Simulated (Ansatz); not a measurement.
Cs₂P₂Pd in space group Cmcm (No. 63; Cs on 4c, Cs on 4c, P on 8g, Pd on 4a), DFT-r²SCAN in the program Ansatz with PAW potentials, all energies at zero smearing, with the estimated change up to a 700 eV cutoff added, with one set of potentials and settings (totals compare only within such a set). Cell of 10 atoms (4 Cs, 4 P, 2 Pd): -39758.462 eV.

```tsv
element	reference phase	E (eV/atom)
Cs	Im-3m, 1 atoms in the cell	-5685.9274
P	Cmce, 4 atoms in the cell	-759.1646
Pd	Fm-3m, 1 atoms in the cell	-6985.7456
```

Formation energy per atom, worked out: (-39758.462 − 4×(-5685.9274) − 4×(-759.1646) − 2×(-6985.7456))/10 = -0.660 eV/atom (-64 kJ per mol of atoms), at 0 K, without zero-point energy or fitted corrections.

The first step of the workflow began from a Materials Project structure, measured or hypothetical; the Crystallography Open Database copy checked does not list it. Whether it is the stable phase at ambient conditions was not checked. Symmetry was held in the r²SCAN relaxation; whether a distortion lowers the energy is not shown. The run is not spin-polarised. The references are the lowest solids computed at this level, not always the standard phases. Spin–orbit coupling is left out wherever it is not named.

Potentials: the later of the program's two PAW sets.
